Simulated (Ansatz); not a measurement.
# Fields on a plane of HfO2 (tetragonal-ZrO2 type, space group P4_2/nmc)

```yaml
crystal:
  lattice:
    - [3.60443, 0.00000, 0.00000]
    - [0.00000, 3.60443, 0.00000]
    - [0.00000, 0.00000, 5.26427]
  atoms:
    - { symbol: Hf, position: [0.00000, 0.00000, 0.00000] }
    - { symbol: Hf, position: [0.50000, 0.50000, 0.50000] }
    - { symbol: O, position: [0.00000, 0.50000, 0.19324] }
    - { symbol: O, position: [0.00000, 0.50000, 0.69324] }
    - { symbol: O, position: [0.50000, 0.00000, 0.30676] }
    - { symbol: O, position: [0.50000, 0.00000, 0.80676] }
```

The slice is a (0 -1 1) plane (indices of the conventional cell) through the point (0.500, 0.000, 0.807) (fractional), spanned by u = [100] and v = [011] in vectors of this cell: u (3.60 Å) and v (6.38 Å, at 90° to u). It covers one period; positions are fractions (u, v).

Atoms on it: O at (0.00, 0.00). Other atoms lie within 1 Å of the plane.

Computed with PBE (plane waves to 420 eV, PAW, scalar-relativistic; Ansatz, a first-principles code). k mesh 9×9×6. Near the nuclei the fields are pseudised (PAW); where an atom keeps semicore shells as valence, they peak there. HfO2 is run without spin polarisation. HfO2 was relaxed with its symmetry unable to fall. Spin-orbit coupling is left out, though Hf is heavy. This is a high-temperature form of HfO2.

| v \ u | 0.00 | 0.14 | 0.29 | 0.43 | 0.57 | 0.71 | 0.86 |
|---|---|---|---|---|---|---|---|
| 0.92 | 0.4 | 0.0 | -0.7 | -1.0 | -1.0 | -0.7 | 0.0 |
| 0.83 | -0.5 | -0.7 | -1.0 | -0.9 | -0.9 | -1.0 | -0.7 |
| 0.75 | 0.0 | -0.4 | -0.9 | -0.8 | -0.8 | -0.9 | -0.4 |
| 0.67 | 0.8 | 0.4 | -0.7 | -0.9 | -0.9 | -0.7 | 0.4 |
| 0.58 | 0.8 | 0.3 | -0.6 | -0.6 | -0.6 | -0.6 | 0.3 |
| 0.50 | -0.3 | -0.5 | -0.4 | 0.2 | 0.2 | -0.4 | -0.5 |
| 0.42 | -1.1 | -0.9 | -0.2 | 0.6 | 0.6 | -0.2 | -0.9 |
| 0.33 | -1.2 | -1.1 | -0.5 | 0.1 | 0.1 | -0.5 | -1.1 |
| 0.25 | -1.2 | -1.1 | -0.7 | -0.1 | -0.1 | -0.7 | -1.1 |
| 0.17 | -0.6 | -0.7 | -0.2 | 0.7 | 0.7 | -0.2 | -0.7 |
| 0.08 | 0.4 | 0.1 | -0.1 | 0.6 | 0.6 | -0.1 | 0.1 |
| 0.00 | 0.9 | 0.5 | -0.4 | -0.4 | -0.4 | -0.4 | 0.5 |

Values: log₁₀ of the valence density in e/Å³. The scale is logarithmic, as a density can span decades between atoms and voids.

```tsv
v \ u	0.00	0.14	0.29	0.43	0.57	0.71	0.86
0.88	0.78	0.59	0.10	0.10	0.10	0.10	0.59
0.75	0.34	0.13	0.07	0.38	0.38	0.07	0.13
0.62	0.80	0.64	0.07	0.07	0.07	0.07	0.64
0.50	0.19	0.09	0.49	0.84	0.84	0.49	0.09
0.38	0.05	0.09	0.66	0.81	0.81	0.66	0.09
0.25	0.05	0.04	0.06	0.20	0.20	0.06	0.04
0.12	0.76	0.54	0.23	0.81	0.81	0.23	0.54
0.00	x	0.81	0.28	0.14	0.14	0.28	0.81
```

Values: electron localisation function (ELF). Points within 0.4 Å of a nucleus are blanked (x), as the pseudised field means little there.
